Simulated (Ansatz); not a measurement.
Is this Be2S3 structure a true minimum?

It was reached by relaxing an invented guess, and it needn't be the stable form of this composition.

All numbers below come from DFT PBE, scalar-relativistic, plane waves, PAW (Ansatz). Plane waves to 420 eV, a k mesh through Γ of 8×8×4 on the computed 5-atom cell and Gaussian smearing (0.02 eV); no spin polarisation.

The cell below (5 atoms, space group C2 (No. 5)) is relaxed within its symmetry.

```
Be S
1.0
     2.35998   -2.60534    0.00960
     2.35998    2.60534    0.00960
    -0.32608    0.00000    6.51096
Be S
2 3
Direct
  0.49763 0.94978 0.81111
  0.05022 0.50237 0.18889
  0.37990 0.43490 0.64390
  0.56510 0.62010 0.35610
  0.00715 0.99285 0.00000
```

For the test a repeat of it with 10 atoms (edges 3.52, 6.52, 7.03 Å) was strained at random (σ = 1.5 % a component), the atoms were moved at random (σ = 0.10 Å), and all was relaxed again on a coarse 4×2×2 mesh (in the run’s order of axes) with 0.10 eV smearing, with no symmetry imposed.

Question: Is the structure stable against such a distortion?

Answer: It returns, within 1 meV/atom of the unmoved cell on that mesh and with the same symmetry when read at 0.1 Å. So it is stable against the distortions that fit this cell and that this random move excites. Modes that don't fit the cell aren't tested.
